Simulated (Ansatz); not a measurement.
This Zn4S structure is the end of a relaxation. The cell was found from a structure generator's guess, not taken from experiment.

Level of theory: DFT PBE, scalar-relativistic, plane waves, PAW (Ansatz). Cutoff 420 eV, Γ-centred mesh, Gaussian smearing, no spin polarisation.

```cif
data_structure
_symmetry_space_group_name_H-M 'P 1'
_symmetry_Int_Tables_number 1
_cell_length_a 5.3633
_cell_length_b 5.3633
_cell_length_c 3.3926
_cell_angle_alpha 90.000
_cell_angle_beta 90.000
_cell_angle_gamma 90.000
_cell_volume 97.59
loop_
_atom_site_label
_atom_site_type_symbol
_atom_site_fract_x
_atom_site_fract_y
_atom_site_fract_z
_atom_site_occupancy
Zn1 Zn 0.73508 0.73508 0.00000 1
Zn2 Zn 0.26492 0.26492 0.00000 1
Zn3 Zn 0.26492 0.73508 0.00000 1
Zn4 Zn 0.73508 0.26492 0.00000 1
S1 S 0.00000 0.00000 0.50000 1
```

Formation energies are uncorrected and refer to the elements' standard structures at the same level.

(1) What space group does it have?

(2) How far does it lie from the elements in energy?

(3) Is it a metal?

## Answers

(1) P4/mmm (No. 123). Conventional cell: a = 5.363 Å, c = 3.393 Å. Zn is surrounded by 2 Zn at 2.52 Å, 2 S at 2.63 Å and 2 Zn at 2.84 Å; S has 8 Zn at 2.63 Å and 2 S at 3.39 Å.

(2) +0.08 eV/atom. It can't be a ground state, since the elements alone are lower.

(3) Yes, bands cross the Fermi level on the 8×8×12 mesh.

The last run used an 8×8×12 mesh (in the run's order of axes) for its 5-atom cell and Gaussian smearing of 0.10 eV. The reference form of S is held partly by dispersion forces, which this level lacks. Symmetry constrained the relaxation, so the result can be a saddle point. Another cell of Zn4S relaxed alike, in P-43m, lies 63 meV/atom lower, so this cell isn't the stable form at this level.
